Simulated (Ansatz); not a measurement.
Si (Fmmm), comparing deformations

All numbers below come from DFT LDA, scalar-relativistic, plane waves, PAW in Ansatz 0.2.0. The runs took a 420 eV cutoff, a Γ-centred 10×10×8 mesh and Gaussian smearing (0.15 eV). No spin polarisation. Energies are free energies at this smearing, counted from the undisturbed cell; pressure is positive in compression.

Reference structure (relaxed at this level; with this scan's settings it stands at -0.1 GPa; this form isn't the usual structure):

```
Si
1.0
     4.55214   -2.43471    0.00000
     4.55214    2.43471    0.00000
     0.00000    0.00000    5.32765
Si
8
Direct
  0.50000 0.50000 0.77051
  0.50000 0.50000 0.22949
  0.00000 0.00000 0.27051
  0.00000 0.00000 0.72949
  0.72622 0.72622 0.50000
  0.22622 0.22622 0.00000
  0.27378 0.27378 0.50000
  0.77378 0.77378 0.00000
```

The cell is strained by ε times a Voigt pattern (xx, yy, zz, yz, xz, xy; engineering shear) with fractional coordinates fixed. τ = (1/V0) dE/dε comes from the stress tensor. Of each scan, only the three points used here are listed.

```csv
pattern,ε,τ (GPa)
"(0, 0, 1, 0, 0, 0)",-0.0250,-5.64
"(0, 0, 1, 0, 0, 0)",0.0000,0.30
"(0, 0, 1, 0, 0, 0)",0.0250,4.88
"(1, 1, 0, 0, 0, 0)",-0.0250,-15.92
"(1, 1, 0, 0, 0, 0)",0.0000,-0.08
"(1, 1, 0, 0, 0, 0)",0.0250,12.80
```

Task: Which constants do the scans give, and which deformation costs least for the same size of strain tensor?

Result: The slope dτ/dε at zero (parabola through three points) is pᵀCp: (0, 0, 1, 0, 0, 0) gives C33 = 211 GPa; (1, 1, 0, 0, 0, 0) gives C11 + C22 + 2 C12 = 574 GPa. The size of the strain tensor, ε:ε, is ε² times 1.0, 2.0. Per unit of it the stiffnesses are 211, 287 GPa, so (0, 0, 1, 0, 0, 0) is the softest of these: at ε:ε = (1 %)² the quadratic term costs 0.97 meV/atom against 1.32 for the stiffest. These are clamped-ion values.

Forces appear on the atoms along this scan, and letting them relax would lower the energy and soften the response. In a metal these slopes depend on the k mesh and the smearing.